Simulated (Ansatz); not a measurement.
Relaxed-ion elastic tensor of Ca6Al7O16 in space group I-43d (No. 220; Pearson symbol cI116) in GPa (Voigt order), the program Ansatz at the r²SCAN level (PAW); density 2.64 g/cm³, 14.88 Å³ per atom.

|  | 1 | 2 | 3 | 4 | 5 | 6 |
|---|---|---|---|---|---|---|
| 1 | 180 | 67.3 | 67.3 | 0.0 | 0.0 | 0.0 |
| 2 | 67.3 | 180 | 67.3 | 0.0 | 0.0 | 0.0 |
| 3 | 67.3 | 67.3 | 180 | 0.0 | 0.0 | 0.0 |
| 4 | 0.0 | 0.0 | 0.0 | 52.9 | 0.0 | 0.0 |
| 5 | 0.0 | 0.0 | 0.0 | 0.0 | 52.9 | 0.0 |
| 6 | 0.0 | 0.0 | 0.0 | 0.0 | 0.0 | 52.9 |

Problem. Is the crystal mechanically stable?

Solution. Yes: the smallest eigenvalue of C is 52.9 GPa.

Problem. Work out the Voigt, Reuss and Hill averages.

Solution. K_V = 105, K_R = 105, K_H = 105; G_V = 54.2, G_R = 54.2, G_H = 54.2 GPa.

Problem. Give Young's modulus, Poisson's ratio, Pugh's ratio and the universal anisotropy index.

Solution. E = 9KG/(3K + G) = 139 GPa; ν = 0.28; K/G = 1.93 (ductile by the Pugh limit of 1.75); A_U = 5G_V/G_R + K_V/K_R − 6 = 0.00.

Problem. Estimate the sound speeds and the Debye temperature.

Solution. v_l = √((K + 4G/3)/ρ) = 8190 m/s, v_t = √(G/ρ) = 4530 m/s, mean 5050 m/s; Θ = (h/k)(3n/4πV)^(1/3) v_m = 611 K.

Problem. Give the Zener ratio and Young's modulus along [100], [110] and [111].

Solution. A = 2C44/(C11 − C12) = 0.94; 1/E = S11 − 2(S11 − S12 − S44/2)Γ with Γ = 0, 1/4, 1/3 gives 143, 138, 136 GPa.

Problem. Solve the Christoffel equation for the three sound speeds along [100], [110], [111].

Solution. Eigenvalues of C_ijkl n_j n_l equal ρv². In km/s, slowest first: [100] 4.48, 4.48, 8.26; [110] 4.48, 4.62, 8.18; [111] 4.57, 4.57, 8.15.

The workflow started from an entry of the Crystallography Open Database (COD). Whether it is the stable phase at ambient conditions was not checked. The r²SCAN relaxation kept the symmetry of its start; its stability against distortions is not shown here. As this level gives no gap, shear constants depend on the k-mesh and smearing (Fermi–Dirac, 0.1 eV here).

Potentials: the earlier of the program's two PAW sets.
